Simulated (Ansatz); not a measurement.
CaO:
```cif
data_Ca2O2
_chemical_formula_sum 'Ca2 O2'
_space_group_name_H-M_alt 'P 1'
_space_group_IT_number 1
_cell_length_a 3.95610
_cell_length_b 3.95610
_cell_length_c 4.74323
_cell_angle_alpha 90.000
_cell_angle_beta 90.000
_cell_angle_gamma 120.000
loop_
_space_group_symop_operation_xyz
  'x, y, z'
loop_
_atom_site_label
_atom_site_type_symbol
_atom_site_fract_x
_atom_site_fract_y
_atom_site_fract_z
_atom_site_occupancy
Ca1 Ca 0.33333 0.66667 0.75000 1
O1 O 0.66667 0.33333 0.75000 1
Ca2 Ca 0.66667 0.33333 0.25000 1
O2 O 0.33333 0.66667 0.25000 1
```

Relaxed with PBEsol. DFT-PBEsol in the program Ansatz with PAW potentials gives a gap of 3.14 eV.

### Question
What gap does HSE06 give on the same cell (Ansatz, PAW)?

### Answer
4.65 eV, 1.52 eV more. The hybrid was solved on a coarser mesh and at special points; its gap is the smallest among all of these.

| k | v1 PBEsol | c1 PBEsol | v1 HSE06 | c1 HSE06 |
|---|---|---|---|---|
| Γ | 0.00 | 3.14 | 0.00 | 4.65 |
| A | -1.34 | 4.97 | -1.38 | 6.57 |
| K | -0.28 | 3.97 | ? | ? |
| H | -0.95 | 4.71 | ? | ? |
| M | -0.40 | 4.65 | ? | ? |
| L | -0.78 | 5.33 | ? | ? |

### Question
Top valence (v1) and lowest conduction level (c1) in eV from each method's valence maximum (which need not be a listed point): supply the withheld HSE06 values.

### Answer

- M, v1 HSE06: -0.40
- M, c1 HSE06: 6.30
- H, v1 HSE06: -0.98
- H, c1 HSE06: 6.41
- K, v1 HSE06: -0.29
- K, c1 HSE06: 5.62
- L, v1 HSE06: -0.80
- L, c1 HSE06: 7.03

Cost on shared cores: the PBEsol run (SCF on a 8×8×6 mesh, then bands and DOS) roughly 22 core-seconds, the HSE06 run (SCF on 6×6×5, then a few points) roughly 3 core-minutes; the tasks are unlike.

Space group P6_3/mmc. The start of the workflow was typed in or built on a structure type; the Crystallography Open Database copy checked does not list it. It is not the phase usual at ambient conditions (space group No. 225). The cell was relaxed with PBEsol under the symmetry of its start; of distortions, only those at the zone centre were tested.

Potentials: the later of the program's two PAW sets.
